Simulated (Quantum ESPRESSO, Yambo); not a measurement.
**Levels of theory for the gap of CsH**

CsH (rock salt, space group Fm-3m, No. 225): one geometry, one set of norm-conserving LDA (Quantum ESPRESSO, 74 Ry, no spin-orbit coupling) orbitals, self-energies from Yambo (4×4×4 Γ-centred k mesh, 141 bands and a 10 Ry block in the screening, 141 bands in G with the Bruneval-Gonze terminator, plasmon pole fitted at 27.2 eV).

The geometry is that of Materials Project entry mp-1057286, symmetrised and not relaxed again.

```tsv
level	gap L → L (eV)	rough Yambo cost
LDA (Quantum ESPRESSO)	1.96	–
exchange only (Hartree-Fock self-energy on LDA orbitals)	9.07	about 1/20 (8 states)
static COHSEX@LDA	5.47	about 1/3 (2 states)
G0W0@LDA, plasmon pole	4.23	1 (8 states)
```

Bare exchange has no screening and gives the widest gap; static COHSEX screens it but leaves out the frequency dependence, which G0W0 restores.

Costs are rough ratios of core time on shared machines.

Nearest settings tried, and what they do to the gap: 86 bands in W, 86 bands in G: -40 meV; 8 Ry block (181 vectors against 283): -34 meV. Not varied: mesh. So the settings aren't converged at that level.
